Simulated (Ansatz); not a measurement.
This cell of SiC (zinc blende) is off equilibrium:

```yaml
crystal:
  lattice:
    - [0.00000, 2.17839, 2.17839]
    - [2.17839, 0.00000, 2.17839]
    - [2.17839, 2.17839, 0.00000]
  atoms:
    - { symbol: C, position: [0.75000, 0.75000, 0.75000] }
    - { symbol: Si, position: [0.10788, 0.10788, 0.96840] }
```

Calculation: PBEsol (plane waves to 420 eV, PAW, scalar-relativistic; Ansatz, a program for electronic structure). k mesh 10×10×10 (Γ-centred), Fermi-Dirac smearing 0.05 eV. Energies are smeared free energies. Stress and pressure are positive under compression. As the smearing reaches across the gap at some points, energies and forces of such displacements shift with the k mesh and the smearing. SiC was relaxed with its symmetry unable to fall.

Q: Predict the force on every atom, in eV/Å.

A: 
```csv
atom,Fx,Fy,Fz
C1,-0.537,-0.537,5.718
Si2,0.537,0.537,-5.718
```

Q: What is the stress tensor (GPa)?

A: 
```
   32.6    -28.6      2.4
  -28.6     32.6      2.4
    2.4      2.4     -1.1
```
The pressure, a third of the trace, is 21.4 GPa.

Q: In it atom 2 sits (0.166, 0.166, 0.470) Å away from its relaxed site. What is its energy relative to the relaxed cell?

A: 1729 meV/cell.

(For displaced atoms, the force is minus the slope of the energy, and its curvature is a force constant, which sets phonon frequencies.)
